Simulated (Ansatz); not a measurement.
## Bands of BaAlGe

```xyz
3
Lattice="4.3526 0.0000 0.0000 -2.1763 3.7695 0.0000 0.0000 0.0000 5.2278" Properties=species:S:1:pos:R:3 pbc="T T T"
Ba    0.0000    0.0000    0.0000
Al    2.1763    1.2565    2.6139
Ge    0.0000    2.5130    2.6139
```

Atom numbers follow the list: Ba1, Al2, Ge3.

The cell is the one relaxed in the Materials Project (mp-13272), not relaxed further here; entries there can be hypothetical.

No spin–orbit coupling, which matters for the heavy atoms here.

All numbers below come from DFT, PBEsol, all-electron LAPW, scalar-relativistic in Ansatz 0.2.0.

Sampling and basis: a Γ-centred 10×10×7 k mesh, Fermi–Dirac smearing of 0.03 eV, basis error target 1 meV/atom, no spin polarisation.

Points in fractions of the reciprocal vectors of this cell: Γ (0, 0, 0), M (0.5, 0, 0), K (0.333, 0.333, 0), A (0, 0, 0.5), L (0.5, 0, 0.5), H (0.333, 0.333, 0.5). The path joins them by straight lines in the order Γ–M–K–Γ–A–L–H–A–L; legs that retrace an earlier one aren't tabulated. Energies are in eV from the Fermi level.

Question: Metal or insulator at this level of theory?

Answer: No gap opens: metallic or semimetallic.

Question: Tabulate bands 26 to 33, counted from the lowest band of the run, along the path.

Answer: 
| k (1/Å) | point | band 26 | band 27 | band 28 | band 29 | band 30 | band 31 | band 32 | band 33 |
| --- | --- | --- | --- | --- | --- | --- | --- | --- | --- |
| 0.00 | Γ | -12.84 | -9.84 | -1.47 | -1.10 | -1.10 | -0.62 | 0.30 | 2.72 |
| 0.21 |  | -12.86 | -9.68 | -2.38 | -1.52 | -1.23 | -0.18 | 1.17 | 2.34 |
| 0.42 |  | -12.91 | -9.24 | -3.88 | -1.63 | -1.52 | 0.05 | 1.31 | 2.42 |
| 0.63 |  | -12.95 | -8.68 | -5.09 | -1.77 | -1.71 | -0.33 | 1.57 | 1.99 |
| 0.83 | M | -12.97 | -8.36 | -5.63 | -1.87 | -1.73 | -0.52 | 1.27 | 2.11 |
| 0.95 |  | -12.99 | -8.33 | -5.59 | -2.32 | -1.69 | -0.07 | 0.91 | 2.34 |
| 1.07 |  | -13.05 | -8.26 | -5.48 | -3.03 | -1.56 | 0.32 | 0.67 | 2.82 |
| 1.19 |  | -13.05 | -8.18 | -5.36 | -3.59 | -1.38 | -0.17 | 1.40 | 2.48 |
| 1.31 | K | -13.05 | -8.13 | -5.31 | -3.80 | -1.26 | -0.40 | 1.81 | 2.29 |
| 1.56 |  | -13.06 | -8.42 | -5.12 | -3.23 | -1.52 | 0.30 | 1.36 | 1.84 |
| 1.80 |  | -12.95 | -9.07 | -4.14 | -2.19 | -1.63 | 0.61 | 1.63 | 1.75 |
| 2.04 |  | -12.87 | -9.62 | -2.60 | -1.54 | -1.34 | -0.09 | 1.43 | 2.13 |
| 2.28 | Γ | -12.84 | -9.84 | -1.47 | -1.10 | -1.10 | -0.62 | 0.30 | 2.72 |
| 2.43 |  | -12.84 | -9.74 | -2.01 | -1.06 | -1.06 | -0.16 | 0.43 | 2.38 |
| 2.58 |  | -12.84 | -9.49 | -2.75 | -0.98 | -0.98 | 0.24 | 0.97 | 1.93 |
| 2.73 |  | -12.84 | -9.24 | -3.29 | -0.89 | -0.89 | 0.44 | 1.66 | 1.66 |
| 2.88 | A | -12.84 | -9.13 | -3.50 | -0.85 | -0.85 | 0.52 | 1.58 | 1.58 |
| 3.09 |  | -12.85 | -9.08 | -3.26 | -2.12 | -1.21 | 0.99 | 1.36 | 2.18 |
| 3.29 |  | -12.89 | -8.92 | -3.67 | -2.62 | -1.77 | 0.41 | 0.93 | 2.78 |
| 3.50 |  | -12.93 | -8.69 | -4.82 | -2.16 | -1.86 | -0.26 | 0.90 | 3.17 |
| 3.71 | L | -12.95 | -8.57 | -5.27 | -2.30 | -1.42 | -0.56 | 0.91 | 3.12 |
| 3.83 |  | -12.97 | -8.54 | -5.32 | -2.45 | -1.36 | -0.54 | 1.23 | 3.13 |
| 3.95 |  | -13.04 | -8.48 | -5.44 | -2.72 | -1.21 | -0.46 | 2.01 | 3.11 |
| 4.07 |  | -13.12 | -8.41 | -5.58 | -2.92 | -1.07 | -0.34 | 2.88 | 2.93 |
| 4.19 | H | -13.15 | -8.37 | -5.66 | -2.98 | -1.01 | -0.26 | 2.79 | 3.26 |
| 4.43 |  | -13.06 | -8.54 | -5.24 | -2.76 | -1.41 | -0.28 | 2.62 | 3.26 |
| 4.67 |  | -12.94 | -8.84 | -4.06 | -2.36 | -2.16 | 0.22 | 1.77 | 2.78 |
| 4.91 |  | -12.86 | -9.06 | -3.18 | -2.36 | -1.34 | 1.17 | 1.20 | 2.01 |
| 5.15 | A | -12.84 | -9.13 | -3.50 | -0.85 | -0.85 | 0.52 | 1.58 | 1.58 |
